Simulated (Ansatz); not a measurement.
With the program Ansatz at the r²SCAN level (PAW), Si3Ge in the tetragonal phase (P-4m2; Si on 2g, Si on 1a, Ge on 1c) relaxes to a = 3.886 Å, c = 5.488 Å. Si on 2g has 4 nearest neighbours from 2.36 Å (tetrahedral); Si on 1a has 4 nearest neighbours from 2.36 Å (tetrahedral); Ge has 4 nearest neighbours from 2.39 Å (tetrahedral). Its formation energy from the elements is 0.008 eV/atom, with no fitted shifts.

It is gapped at this level: 0.56 eV (indirect). The valence maximum lies at Γ and the conduction minimum at M. HSE06 on the same cell gives 0.94 eV. Gap from r²SCAN with spin–orbit coupling: 0.53 eV. The electron mass is 0.19, 0.42, 0.42 mₑ (principal values).

An equation-of-state fit gives a bulk modulus of 90.8 GPa. The relaxed-ion elastic constants in GPa are C11 = 188, C12 = 28.4, C13 = 57.1, C33 = 158, C44 = 79.0, C66 = 50.8. The elastic constants imply a Debye temperature near 550 K. Bader charges are Si +0.04 to +0.18, Ge -0.39 e.

The start of the workflow was typed in or built on a structure type; neither database checked (COD, Materials Project) lists it. Whether it is the stable phase at ambient conditions was not checked. The cell was relaxed with r²SCAN under the symmetry of its start; its stability against distortions is not shown here. The references are the lowest solids computed at this level, not always the standard phases. Scalar-relativistic: spin–orbit coupling is off unless named, which matters more the heavier the elements.

Potentials: the earlier of the program's two PAW sets.
